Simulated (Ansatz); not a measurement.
### Question
Name crystals whose computed values (r²SCAN (plane waves, PAW; program Ansatz)) fall in these windows: HSE06 gap (eV) 3.5 to 4.2; gap (eV) 2.2 to 3.0; electron conductivity mass (mₑ) 1.9 to 2.4.

### Answer


```json
[
 {"crystal": "TiO2, P2_1/c (Ti on 4e, O on 4e, O on 4e)", "HSE06 gap (eV)": "3.84", "gap (eV)": "2.70", "electron conductivity mass (mₑ)": "2.3"}
]
```
Others may fit too.

Not the usual ambient phase: TiO2, P2_1/c (Ti on 4e, O on 4e, O on 4e). The cell was relaxed under the symmetry of its start. Rows with no word on spin ran without spin polarisation.

Potentials: the later of the program's two PAW sets.
